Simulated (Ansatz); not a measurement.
Rh (fcc, Cu type): frozen-phonon scan

Starting cell, Rh (fcc, Cu type):

```
Rh
1.0
    0.00000     3.83026     3.83026
    1.91513     0.00000     1.91513
    1.91513     1.91513     0.00000
Rh
2
Direct
  0.00000   0.00000   0.00000
  0.50000   0.00000   0.00000
```

A phonon eigenvector at L = (0.5, 0.0, 0.0) is frozen into this cell: atom i moves by Q times the vector below, so Q is the largest atomic displacement, in Å. The cell is held. (q is in reciprocal vectors of the primitive cell; the cell shown is doubled to hold the pattern.)

```
atom       x       y       z
----  ------  ------  ------
Rh1   -0.577   0.577   0.577
Rh2    0.577  -0.577  -0.577
```

These are PBE (plane waves to 420 eV, PAW, scalar-relativistic; Ansatz, a first-principles code) values and carry that method's errors. k mesh 21×21×21 (Γ-centred), Fermi-Dirac smearing 0.05 eV. Energies are smeared free energies. Stress and pressure are positive under compression. With partly filled bands, energies and forces of such displacements shift with the k mesh and the smearing. Rh is run without spin polarisation. Rh was relaxed with its symmetry unable to fall. The PAW data are Ansatz's earlier set. ΔE is measured from the undisplaced structure.

| Q (Å) | ΔE (meV/cell) | P (GPa) | −dE/dQ from forces (eV/Å) |
|---|---|---|---|
| -0.100 | 211 | 5.9 | 4.307 |
| -0.083 | 146 | 4.1 | 3.541 |
| -0.067 | 93 | 2.6 | 2.807 |
| -0.050 | 52 | 1.5 | 2.094 |
| -0.033 | 23 | 0.6 | 1.393 |
| -0.017 | 6 | 0.2 | 0.696 |
| 0.000 | 0 | 0.0 | 0.000 |
| 0.017 | 6 | 0.2 | -0.696 |
| 0.033 | 23 | 0.6 | -1.393 |
| 0.050 | 52 | 1.5 | -2.094 |
| 0.067 | 93 | 2.6 | -2.807 |
| 0.083 | 146 | 4.1 | -3.541 |
| 0.100 | 211 | 5.9 | -4.307 |

Summary:

| Property | Result |
|---|---|
| Energy at Q = 0.100 Å | 211 meV/cell |
| Space group of the distorted cell | R-3m (No. 166), lowered from Fm-3m |
| Symmetry of the curve | even: the same for both signs |
| Shape of the curve | a single well with its minimum at or next to zero displacement |
| Harmonic wavenumber from the curvature (finite differences) | 235 cm⁻¹ |
| Wavenumber by perturbation theory (DFPT, on another k mesh) | 233 cm⁻¹ |

(For displaced atoms, the force is minus the slope of the energy, and its curvature is a force constant, which sets phonon frequencies.)
